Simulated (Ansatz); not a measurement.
Calculated with Ansatz: LaGa3Pd2, relaxation

Run with:

```bash
ansatz run input.yaml --threads 2 --pin off --max-ram 3584MiB --backend cpu --events-out ev --progress --plain --runs-dir out
```

The input file (Ansatz 0.2.0, plane waves):

```yaml
crystal:
  lattice:
    - [5.44418283, 0.0, 0.0]
    - [-2.72209142, 4.71480173, 0.0]
    - [0.0, 0.0, 4.27606506]
  atoms:
    - { symbol: Ga, position: [0.5, 0.0, 0.5] }
    - { symbol: Ga, position: [0.5, 0.5, 0.5] }
    - { symbol: Ga, position: [0.0, 0.5, 0.5] }
    - { symbol: La, position: [0.0, 0.0, 0.0] }
    - { symbol: Pd, position: [0.3333, 0.6667, 0.0], spin: 1, spin_axis: [0.0, 0.0, 1.0] }
    - { symbol: Pd, position: [0.6666, 0.3333, 0.0], spin: 1, spin_axis: [0.0, 0.0, 1.0] }
  symmetry: { tolerance: 0.0003 }
kpoints:
  mp_grid: { grid: [6, 6, 4], shift: [0, 0, 0] }
magnetization:
  noncollinear: true
  spin_orbit: true
scf:
  occupations: { method: fermi_dirac, width: 0.0178 }
  lower_state_search: "off"
hamiltonian:
  pseudopotentials: { kind: paw_fr }
  xc: pbesol
basis:
  ecutwfc: 420
  fft_grid_basis: typed
relax:
  max_steps: 40
  cell: { p_target: 0.0 }
output:
  forces: true
  stress: true
  eigenvalues: true
  bader: true
  populations: true
  elf: true
  write_potential: true
  volumetric_format: npy
  dos:
    e_range: [-12, 8]
    de: 0.05
    projected: { site_lists: { Ga: [Ga], La: [La], Pd: [Pd] } }
    method: { smearing: { sigma: 0.1, scheme: gaussian } }
checkpoint:
  read: saved_state
```

Origin of the cell: a database entry, scaled a little.

The saved state is a converged single point of the same cell.

Steps («new basis» is an SCF on plane waves selected anew at the same cell):

```json
{"step": "1", "ΔF (meV/atom)": "0.0", "max force component (eV/Å)": "0.000", "P (GPa)": "-2.16", "volume (Å³)": "109.76", "SCF iterations": "13", "step was": "accepted"}
{"step": "2", "ΔF (meV/atom)": "-3.6", "max force component (eV/Å)": "0.000", "P (GPa)": "1.16", "volume (Å³)": "106.36", "SCF iterations": "9", "step was": "accepted"}
{"step": "3", "ΔF (meV/atom)": "-4.3", "max force component (eV/Å)": "0.000", "P (GPa)": "0.21", "volume (Å³)": "107.19", "SCF iterations": "7", "step was": "accepted"}
{"step": "4", "ΔF (meV/atom)": "-4.4", "max force component (eV/Å)": "0.000", "P (GPa)": "0.01", "volume (Å³)": "107.31", "SCF iterations": "6", "step was": "accepted"}
{"step": "5", "ΔF (meV/atom)": "-4.3", "max force component (eV/Å)": "0.000", "P (GPa)": "0.02", "volume (Å³)": "107.31", "SCF iterations": "6", "step was": "new basis"}
```

Before:

Space group P6/mmm (No. 191); the run's cell has a = 5.444 Å, b = 5.444 Å, c = 4.276 Å, α = 90.00°, β = 90.00°, γ = 120.00°. Shortest distances: Ga–Pd 2.65 Å, Ga–Ga 2.72 Å, La–Pd 3.14 Å, Pd–Pd 3.14 Å, Ga–La 3.46 Å.

The relaxed structure.

Space group P6/mmm (No. 191); the run's cell has a = 5.363 Å, b = 5.363 Å, c = 4.308 Å, α = 90.00°, β = 90.00°, γ = 120.00°. Shortest distances: Ga–Pd 2.65 Å, Ga–Ga 2.68 Å, La–Pd 3.10 Å, Pd–Pd 3.10 Å, Ga–La 3.44 Å.

```yaml
crystal:
  lattice:
    - [5.36336, 0.00000, 0.00000]
    - [-2.68168, 4.64481, 0.00000]
    - [0.00000, 0.00000, 4.30756]
  atoms:
    - { symbol: Ga, position: [0.50000, 0.00000, 0.50000] }
    - { symbol: Ga, position: [0.50000, 0.50000, 0.50000] }
    - { symbol: Ga, position: [0.00000, 0.50000, 0.50000] }
    - { symbol: La, position: [0.00000, 0.00000, 0.00000] }
    - { symbol: Pd, position: [0.33333, 0.66667, 0.00000] }
    - { symbol: Pd, position: [0.66667, 0.33333, 0.00000] }
```

| Quantity | Value |
| --- | --- |
| Free energy lowered by | 4.3 meV/atom |
| Volume change | -2.23 % |
| Final pressure | 0.02 GPa |
| Relaxation steps listed | 5 |
| Formation energy (elements under the same functional, gases as molecules, uncorrected) | -0.781 eV/atom |

Caveats: a starting moment was lost; the k mesh is coarse if the cell is a metal; the relaxation held the start's symmetry, so the end may be a saddle point.

The run took 5.5 min on 2 threads of Arm Neoverse V2, with other jobs on the host, peak memory 1.3 GiB, from a saved density.
